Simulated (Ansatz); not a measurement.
This run works on a proposed trial structure, not on a known crystal.

Input and command of a plane-wave DFT calculation in Ansatz:

```yaml
crystal:
  lattice:
    - [3.2432816694, 0.0389461071, -0.0299414945]
    - [0.0389461071, 3.2378593198, -0.0600459132]
    - [-0.1287208121, -0.2581420482, 13.6676406839]
  atoms:
    - { symbol: Zr, position: [0.0341918315, 0.5154291319, 0.921092233] }
    - { symbol: Zr, position: [0.4894183092, 0.9953247389, 0.0784792498] }
    - { symbol: Mo, position: [0.5055272905, -0.0015626031, 0.5531633107] }
    - { symbol: Mo, position: [0.9975649161, 0.4896265066, 0.4542810154] }
    - { symbol: Mo, position: [0.496013908, -0.0121350501, 0.7685919732] }
    - { symbol: Mo, position: [0.9862278961, 0.4878777308, 0.2302100342] }
    - { symbol: Mo, position: [0.4865750001, 0.0298135549, 0.327880413] }
    - { symbol: Mo, position: [1.0021264077, 0.4981295945, 0.6685741869] }
    - { symbol: C, position: [0.505624205, -0.0006343839, 0.9136606193] }
    - { symbol: C, position: [-0.0032697643, 0.4981307794, 0.0840669646] }
basis:
  ecutwfc: 420
kpoints:
  mp_grid: { grid: [6, 6, 2] }
hamiltonian:
  xc: pbe
scf:
  occupations: { method: gaussian, width: 0.2 }
  lower_state_search: "off"
output:
  forces: true
  stress: true
  eigenvalues: true
relax:
  adjacent_minimum: "off"
  f_tol: 0.025
  max_steps: 60
  cell: { stress_tol: 0.25 }
```

```bash
ansatz run input.yaml --threads 1 --pin off --max-ram 2560MiB --backend cpu --events-out ev --progress --plain --runs-dir out
```

Processor: Intel(R) Xeon(R) Processor @ 2.50GHz (Skylake/Cascade Lake), 1 thread, on a host shared with other jobs.

Task: How long does it run, and how much memory does it take?

Result: About 6.4 min, peak memory 0.62 GiB. It solves 70 bands at 40 k points (after reduction by symmetry) with about 2967 plane waves (on the last cell), in 41 SCF iterations over 6 ionic steps.
